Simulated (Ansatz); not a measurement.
Input:

MoRu:
```xyz
2
Lattice="0.0000 2.5353 2.5353 2.5353 0.0000 2.5353 2.5353 2.5353 0.0000" Properties=species:S:1:pos:R:3 pbc="T T T"
Ru     0.0000     0.0000     0.0000
Mo     2.5353     2.5353     2.5353
```

This is the r²SCAN-relaxed structure.

Q: All from plane-wave PAW r²SCAN (Ansatz code), unless another level is named. Give the density of states at the Fermi level.

A: 0.85 states/eV per atom (mean over ±0.08 eV).

Q: Predict the formation energy from the elements (no fitted shifts).

A: 87 kJ/mol of atoms.

Space group Fm-3m (rock salt). The start of the workflow was typed in or built on a structure type; neither database checked (COD, Materials Project) lists it. Its standing as an ambient phase is unchecked. The cell was relaxed with r²SCAN under the symmetry of its start. At this level the phase is mechanically unstable. The run is not spin-polarised. Its formation energy is positive at this level, so the cell may be metastable or incomplete. The references are the lowest solids computed at this level, not always the standard phases. Spin–orbit coupling is left out wherever it is not named.

Potentials: the later of the program's two PAW sets.
